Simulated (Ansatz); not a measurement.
Input:

Ta (bcc, W type)

```xyz
2
Lattice="-3.3051 3.3051 3.3051 1.6526 -1.6526 1.6526 1.6526 1.6526 -1.6526" Properties=species:S:1:pos:R:3 pbc="T T T"
Ta     0.0000     0.0000     0.0000
Ta    -1.6526     1.6526     1.6526
```

A phonon eigenvector at N = (0.5, 0.0, 0.0) is frozen into this cell: atom i moves by Q times the vector below, so Q is the largest atomic displacement, in Å. The cell is held. (q is in reciprocal vectors of the primitive cell; the cell shown is doubled to hold the pattern.)

| atom | x | y | z |
|---|---|---|---|
| Ta1 | 0.000 | -0.707 | -0.707 |
| Ta2 | 0.000 | 0.707 | 0.707 |

All values below come from r2SCAN (plane waves to 500 eV, PAW, scalar-relativistic; Ansatz, a quantum-chemistry and plane-wave program). k mesh 10×20×20 (Γ-centred), Fermi-Dirac smearing 0.05 eV. Energies are smeared free energies. Left out: 4 of 13 points, with atoms too close for the PAW data. With partly filled bands, energies and forces of such displacements shift with the k mesh and the smearing. Spin-orbit coupling is left out, though Ta is heavy. Ta is run without spin polarisation. Ta was relaxed with its symmetry unable to fall. The PAW data are Ansatz's earlier set. The zero of ΔE is the undisplaced structure.

The scan covers Q from -0.187 to 0.187 Å in 9 points.

Question: Which space group does the distorted structure have?

Answer: Cmme (No. 67), lowered from Im-3m.

Question: Is this a single well or a double well?

Answer: A single well with its minimum at or next to zero displacement.

Question: What is the energy change at Q = 0.187 Å?

Answer: 616 meV/cell.

Question: What harmonic wavenumber does the curvature at Q = 0 give?

Answer: 142 cm⁻¹.

(A displaced cell: forces are minus the slopes of the energy, force constants its curvatures, and phonons follow from these.)
